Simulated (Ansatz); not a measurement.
TiN (rock salt)

```
CELL_PARAMETERS angstrom
      0.00000     2.12346     2.12346
      2.12346     0.00000     2.12346
      2.12346     2.12346     0.00000
ATOMIC_POSITIONS crystal
  N  0.00000 0.00000 0.00000
  Ti 0.50000 0.50000 0.50000
```

The slice is a {111} plane (indices of the conventional cell) through the point (0.000, 0.000, 0.000) (fractional), spanned by u = [100] and v = [-1 2 0] in vectors of this cell: u (3.00 Å) and v (5.20 Å, at 90° to u). It covers one period; positions are fractions (u, v).

The numbers are results of PBE (plane waves to 420 eV, PAW, scalar-relativistic; Ansatz, a first-principles code), not measurements. k mesh 19×19×19. These are valence fields of a PAW run, semicore shells included where kept as valence: close to a nucleus they are smooth pseudo fields. TiN is run without spin polarisation. TiN was relaxed with its symmetry unable to fall.

Predict the map of the valence electron density on the slice.


```
|9999886644220000002244668899|
|9988775533110000001133557788|
|6666553322110000001122335566|
|4444332211000000000011223344|
|2222111100000000000000111122|
|0000000000000000000000000000|
|0000000011112222221111000000|
|0000001122334444443322110000|
|0000112233556666665533221100|
|0000113355778899887755331100|
|0000224466889999998866442200|
|0000224466999999999966442200|
|0000224466889999998866442200|
|0000113355778899887755331100|
|0000112233556666665533221100|
|0000001122334444443322110000|
|0000000011112222221111000000|
|0000000000000000000000000000|
|2222111100000000000000111122|
|4444332211000000000011223344|
|6666553322110000001122335566|
|9988775533110000001133557788|
|9999886644220000002244668899|
|9999996644220000002244669999|
```
Scale: ten equal steps from -0.76 (start of '0') to 0.56 (end of '9'), in the order '0123456789'. Values: log₁₀ of the valence density in e/Å³. The map has 14 points along u (two characters each, u = 0 at the left) and 24 along v (v = 0 in the bottom row). The scale is logarithmic, as a density can span decades between atoms and voids.
